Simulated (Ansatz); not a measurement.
# Rh: computed DOS

```xyz
1
Lattice="0.0000 1.9016 1.9016 1.9016 0.0000 1.9016 1.9016 1.9016 0.0000" Properties=species:S:1:pos:R:3 pbc="T T T"
Rh    0.0000    0.0000    0.0000
```

The geometry is COD entry 9008482, unchecked; take it as a test cell.

These are results of DFT, LDA, all-electron LAPW, scalar-relativistic in Ansatz 0.2.0, not measurements.

The runs use a Γ-centred 16×16×16 k mesh, Fermi–Dirac smearing of 0.03 eV, basis error target 0.25 meV/atom, no spin polarisation.

States per eV and cell, averaged over 0.4 eV, from -7.8 to 6.0 eV, with energies (bin centres) from the Fermi level; empty bins are left out. The partial columns, the largest 2 alone, are projections on Löwdin-orthogonalised atomic shells (those that the program's projection atoms carry: the occupied ones and, for some elements, an empty d or f shell; other empty shells have no column), summed over atoms of an element. Weights on diffuse s and p shells depend on that basis and aren't pure angular character.

```json
{"E (eV)": "-7.7", "total": "0.04", "Rh 4d": "0.00", "Rh 5s": "0.03"}
{"E (eV)": "-7.3", "total": "0.06", "Rh 4d": "0.00", "Rh 5s": "0.06"}
{"E (eV)": "-6.9", "total": "0.09", "Rh 4d": "0.00", "Rh 5s": "0.08"}
{"E (eV)": "-6.5", "total": "0.13", "Rh 4d": "0.01", "Rh 5s": "0.11"}
{"E (eV)": "-6.1", "total": "0.55", "Rh 4d": "0.35", "Rh 5s": "0.19"}
{"E (eV)": "-5.7", "total": "1.40", "Rh 4d": "1.09", "Rh 5s": "0.29"}
{"E (eV)": "-5.3", "total": "1.98", "Rh 4d": "1.69", "Rh 5s": "0.27"}
{"E (eV)": "-4.9", "total": "1.56", "Rh 4d": "1.43", "Rh 5s": "0.11"}
{"E (eV)": "-4.5", "total": "1.14", "Rh 4d": "1.07", "Rh 5s": "0.05"}
{"E (eV)": "-4.1", "total": "1.30", "Rh 4d": "1.24", "Rh 5s": "0.04"}
{"E (eV)": "-3.7", "total": "1.27", "Rh 4d": "1.19", "Rh 5s": "0.06"}
{"E (eV)": "-3.3", "total": "1.46", "Rh 4d": "1.34", "Rh 5s": "0.09"}
{"E (eV)": "-2.9", "total": "2.21", "Rh 4d": "2.07", "Rh 5s": "0.11"}
{"E (eV)": "-2.5", "total": "1.67", "Rh 4d": "1.56", "Rh 5s": "0.08"}
{"E (eV)": "-2.1", "total": "1.38", "Rh 4d": "1.26", "Rh 5s": "0.08"}
{"E (eV)": "-1.7", "total": "1.25", "Rh 4d": "1.16", "Rh 5s": "0.06"}
{"E (eV)": "-1.3", "total": "1.58", "Rh 4d": "1.50", "Rh 5s": "0.06"}
{"E (eV)": "-0.9", "total": "1.31", "Rh 4d": "1.23", "Rh 5s": "0.05"}
{"E (eV)": "-0.5", "total": "1.19", "Rh 4d": "1.13", "Rh 5s": "0.04"}
{"E (eV)": "-0.1", "total": "1.23", "Rh 4d": "1.18", "Rh 5s": "0.03"}
{"E (eV)": "0.3", "total": "1.82", "Rh 4d": "1.77", "Rh 5s": "0.04"}
{"E (eV)": "0.7", "total": "1.49", "Rh 4d": "1.42", "Rh 5s": "0.06"}
{"E (eV)": "1.1", "total": "0.32", "Rh 4d": "0.24", "Rh 5s": "0.07"}
{"E (eV)": "1.5", "total": "0.24", "Rh 4d": "0.13", "Rh 5s": "0.08"}
{"E (eV)": "1.9", "total": "0.23", "Rh 4d": "0.11", "Rh 5s": "0.09"}
{"E (eV)": "2.3", "total": "0.24", "Rh 4d": "0.10", "Rh 5s": "0.10"}
{"E (eV)": "2.7", "total": "0.25", "Rh 4d": "0.09", "Rh 5s": "0.11"}
{"E (eV)": "3.1", "total": "0.24", "Rh 4d": "0.07", "Rh 5s": "0.11"}
{"E (eV)": "3.5", "total": "0.25", "Rh 4d": "0.06", "Rh 5s": "0.11"}
{"E (eV)": "3.9", "total": "0.25", "Rh 4d": "0.05", "Rh 5s": "0.11"}
{"E (eV)": "4.3", "total": "0.24", "Rh 4d": "0.05", "Rh 5s": "0.10"}
{"E (eV)": "4.7", "total": "0.23", "Rh 4d": "0.04", "Rh 5s": "0.09"}
{"E (eV)": "5.1", "total": "0.23", "Rh 4d": "0.03", "Rh 5s": "0.09"}
{"E (eV)": "5.5", "total": "0.22", "Rh 4d": "0.02", "Rh 5s": "0.08"}
{"E (eV)": "5.9", "total": "0.20", "Rh 4d": "0.02", "Rh 5s": "0.07"}
```

Which of the resolved shells contributes most within 0.3 eV of the Fermi level?

Rh 4d, with 96 % of all states there; Rh 5s follows with 3 %.

Where is the centre of the filled Rh 4d states between -14 eV and the top of the filled states?

-2.99 eV from the Fermi level.
